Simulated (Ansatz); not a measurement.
A geometry of In away from equilibrium: the start of the relaxation of a randomly generated symmetric cell of In (space group No. 63). All values below come from PBE (plane waves to 420 eV, PAW, scalar-relativistic; Ansatz, a first-principles code). Γ-centred k-mesh 9×9×7 on the run's cell (coarser than for final values), Fermi–Dirac smearing 0.05 eV.

```xyz
2
Lattice="3.1081 -2.1005 0.0000 3.1081 2.1005 0.0000 0.0000 0.0000 5.0045" Properties=species:S:1:pos:R:3 pbc="T T T"
In     3.1081    -1.1939     3.7534
In     3.1081     1.1939     1.2511
```

Q: Which atoms carry the largest force, and which way does it point?

A: 0.25 eV/Å, on In1, In2 (atoms numbered as listed); on In1 its components are (0.00, 0.25, 0.00).

Q: What is the pressure?

A: -2.8 GPa, compression positive.

Q: How much energy per atom can still be gained by relaxing?

A: 0.12 eV/atom; the path ends in I4/mmm (No. 139).

No spin polarisation in the result.

The run could not lose the symmetry of its start.
